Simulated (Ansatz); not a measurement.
Input:

MoRh:
```
CELL_PARAMETERS angstrom
      2.74344     0.00000     0.00000
     -1.37172     2.37589     0.00000
      0.00000     0.00000     4.38880
ATOMIC_POSITIONS crystal
  Mo 0.00000 0.00000 0.50000
  Rh 0.33333 0.66667 0.00000
```

This is the PBEsol-relaxed structure. Tensor components refer to the Cartesian frame of this cell.

Problem. All from DFT-PBEsol in the program Ansatz with PAW potentials, unless another level is named. Estimate the Poisson's ratio.

Solution. 0.32.

Problem. Next, the elastic constants (relaxed ions, GPa)?

Solution. C11 = 419, C12 = 247, C13 = 183, C33 = 540, C44 = 142.

Problem. Predict the highest zone-centre frequency.

Solution. 212 cm^-1.

Space group P-6m2. The workflow started from a Materials Project entry (that database holds measured and hypothetical structures alike); the Crystallography Open Database copy checked does not list it. With Mo and Rh taken as one species the cell has the higher symmetry P6_3/mmc, so it may be an ordered model of a mixed-site phase. Whether it is the stable phase at ambient conditions was not checked. Symmetry was held in the PBEsol relaxation; whether a distortion lowers the energy is not shown. The run is not spin-polarised. As this level gives no gap, shear constants depend on the k-mesh and smearing (Fermi–Dirac, 0.1 eV here). As this level gives no gap, phonon frequencies hold no LO–TO term and depend on the k-mesh and smearing (Fermi–Dirac, 0.1 eV here).

Potentials: the later of the program's two PAW sets.
